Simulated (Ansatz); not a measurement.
All numbers below come from Ansatz 0.2.0, DFT PBE, scalar-relativistic, plane waves, PAW. Settings: cutoff 420 eV, Γ-centred meshes spaced at most about 0.3 Å⁻¹, and about 0.25 Å⁻¹ or finer for metals (2π included), Gaussian smearing. No spin polarisation in the final relaxations.

These are static total energies at zero pressure.

Two relaxed structures of Sb2P3H:

1.

```
CELL_PARAMETERS angstrom
5.12257 0.00000 0.00000
-2.56128 4.43627 0.00000
0.00000 0.00000 5.37838
ATOMIC_POSITIONS crystal
Sb 0.33333 0.66667 0.00000
Sb 0.66667 0.33333 0.00000
H 0.00000 0.00000 0.50000
P 0.50000 0.00000 0.50000
P 0.00000 0.50000 0.50000
P 0.50000 0.50000 0.50000
```

2.

```
CELL_PARAMETERS angstrom
3.62724 0.00000 0.00000
-1.81362 3.14128 0.00000
0.00000 0.00000 9.18677
ATOMIC_POSITIONS crystal
Sb 0.33333 0.66667 0.15635
Sb 0.66667 0.33333 0.84364
H 0.00000 0.00000 0.00000
P 0.33333 0.66667 0.65020
P 0.66667 0.33333 0.34980
P 0.00000 0.00000 0.50000
```

Task: Which form is favoured at zero pressure, and by what margin per atom?

Result: Cell 2 is lower, by 0.39 eV/atom. Cell 1 has space group P6/mmm (No. 191), 20.4 Å³/atom and no gap on its mesh; cell 2 has space group P-3m1 (No. 164), 17.4 Å³/atom and no gap. Counting all near atoms (for each partner element, those within 1.25 times its shortest distance or 1.15 times the sum of covalent radii, where it is the nearest in units of that sum or under 1.3; a plus sign parts groups by distance over the sum of covalent radii; the shortest distance is added where it exceeds 1.18 times the sum of covalent radii), cell 1 has Sb 3+6, P 8, H 6 from 2.6 Å and cell 2 has Sb 3+9, P 6, H 6 from 2.5 Å. Cell 1 holds Sb–Sb nets (shortest 2.96 Å); in cell 2 the shortest Sb–Sb distance is 3.56 Å. The denser one is the lower, and pressure would at first widen the difference. Even the lower one lies +0.37 eV/atom against the reference forms of the elements (uncorrected), so neither is stable at this level. In cell 1, Sb is surrounded by 3 Sb at 2.96 Å and 6 P at 3.07 Å; H has 6 P at 2.56 Å (long against covalent radii, as for large ions); P has 2 H at 2.56 Å, 4 P at 2.56 Å and 4 Sb at 3.07 Å. In cell 2, Sb has 3 H at 2.54 Å and 3 P at 2.75 Å; H is surrounded by 6 Sb at 2.54 Å; around P on a site of symmetry 3m lie 3 P at 2.51 Å and 3 Sb at 2.75 Å; 1 more site not described. Both come from invented guesses. A third cell relaxed alike, in P-4m2, lies 81 meV/atom below the lower of the two.

These runs have no spin–orbit coupling, which can matter for Sb. With hydrogen, zero-point motion can shift such differences by 10 meV/atom or more. Cells relaxed within their symmetry can be saddle points.
